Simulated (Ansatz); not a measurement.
CuCl:
```xyz
2
Lattice="1.8416 1.0632 3.0053 -1.8416 1.0632 3.0053 0.0000 -2.1265 3.0053" Properties=species:S:1:pos:R:3 pbc="T T T"
Cu     0.0000     0.0000     0.0775
Cl     0.0000     0.0000     6.8379
```

Relaxed with LDA.

Q: Which orbitals make up the states near the band edges in LDA in the plane-wave PAW code Ansatz?

A: Top 1 eV of the valence band: Cu 3d 76 %, Cl 3p 21 %. Bottom 1 eV of the conduction band: Cu 4s 63 %, Cl 3s 21 %, Cl 3p 12 %. Projections are on Löwdin-orthogonalised atomic valence shells; empty p or d shells of many metals are not among them.

Q: Tabulate the density of states.

A: States/eV per cell of 2 atoms, in 0.25 eV bins, energy from the valence-band maximum.

| E (eV) | total | Cu 3d | Cl 3p | Cu 4s |
|---|---|---|---|---|
| -7.45 | 0.00 | 0.00 | 0.00 | 0.00 |
| -7.20 | 0.94 | 0.04 | 0.75 | 0.14 |
| -6.95 | 3.61 | 0.20 | 2.81 | 0.55 |
| -6.70 | 2.30 | 0.15 | 1.76 | 0.35 |
| -6.45 | 0.54 | 0.08 | 0.39 | 0.06 |
| -6.20 | 1.55 | 0.19 | 1.27 | 0.07 |
| -5.95 | 1.93 | 0.26 | 1.58 | 0.06 |
| -5.70 | 2.49 | 0.41 | 2.01 | 0.04 |
| -5.45 | 10.63 | 2.21 | 8.31 | 0.01 |
| -5.20 | 0.00 | 0.00 | 0.00 | 0.00 |
| -4.95 | 0.00 | 0.00 | 0.00 | 0.00 |
| -4.70 | 0.00 | 0.00 | 0.00 | 0.00 |
| -4.45 | 0.00 | 0.00 | 0.00 | 0.00 |
| -4.20 | 0.00 | 0.00 | 0.00 | 0.00 |
| -3.95 | 0.00 | 0.00 | 0.00 | 0.00 |
| -3.70 | 0.00 | 0.00 | 0.00 | 0.00 |
| -3.45 | 0.00 | 0.00 | 0.00 | 0.00 |
| -3.20 | 0.00 | 0.00 | 0.00 | 0.00 |
| -2.95 | 0.00 | 0.00 | 0.00 | 0.00 |
| -2.70 | 0.00 | 0.00 | 0.00 | 0.00 |
| -2.45 | 0.00 | 0.00 | 0.00 | 0.00 |
| -2.20 | 5.59 | 5.39 | 0.05 | 0.02 |
| -1.95 | 10.11 | 9.94 | 0.05 | 0.02 |
| -1.70 | 5.58 | 5.23 | 0.17 | 0.05 |
| -1.45 | 3.81 | 3.45 | 0.23 | 0.01 |
| -1.20 | 4.39 | 3.75 | 0.50 | 0.02 |
| -0.95 | 4.82 | 3.88 | 0.81 | 0.02 |
| -0.70 | 3.19 | 2.41 | 0.69 | 0.02 |
| -0.45 | 1.64 | 1.18 | 0.41 | 0.01 |
| -0.20 | 0.82 | 0.56 | 0.24 | 0.01 |
| 0.05 | 0.06 | 0.04 | 0.02 | 0.00 |
| 0.30 | 0.00 | 0.00 | 0.00 | 0.00 |
| 0.55 | 0.00 | 0.00 | 0.00 | 0.00 |
| 0.80 | 0.01 | 0.00 | 0.00 | 0.00 |
| 1.05 | 0.03 | 0.00 | 0.00 | 0.02 |
| 1.30 | 0.05 | 0.00 | 0.01 | 0.03 |
| 1.55 | 0.07 | 0.00 | 0.01 | 0.04 |
| 1.80 | 0.09 | 0.00 | 0.01 | 0.06 |
| 2.05 | 0.12 | 0.00 | 0.02 | 0.08 |
| 2.30 | 0.16 | 0.00 | 0.02 | 0.10 |
| 2.55 | 0.21 | 0.00 | 0.03 | 0.13 |
| 2.80 | 0.29 | 0.00 | 0.04 | 0.18 |
| 3.05 | 0.53 | 0.01 | 0.07 | 0.32 |
| 3.30 | 0.75 | 0.01 | 0.08 | 0.37 |
| 3.55 | 1.00 | 0.02 | 0.09 | 0.41 |
| 3.80 | 1.05 | 0.02 | 0.10 | 0.41 |
| 4.05 | 1.08 | 0.02 | 0.10 | 0.40 |
| 4.30 | 1.01 | 0.02 | 0.09 | 0.36 |
| 4.55 | 0.98 | 0.02 | 0.10 | 0.34 |
| 4.80 | 1.09 | 0.02 | 0.11 | 0.31 |
| 5.05 | 0.95 | 0.01 | 0.10 | 0.24 |
| 5.30 | 1.58 | 0.02 | 0.17 | 0.45 |

Space group F-43m (zinc blende). The cell was relaxed with LDA under the symmetry of its start; phonons on a q-mesh show no instability. The run is not spin-polarised.

Potentials: the later of the program's two PAW sets.
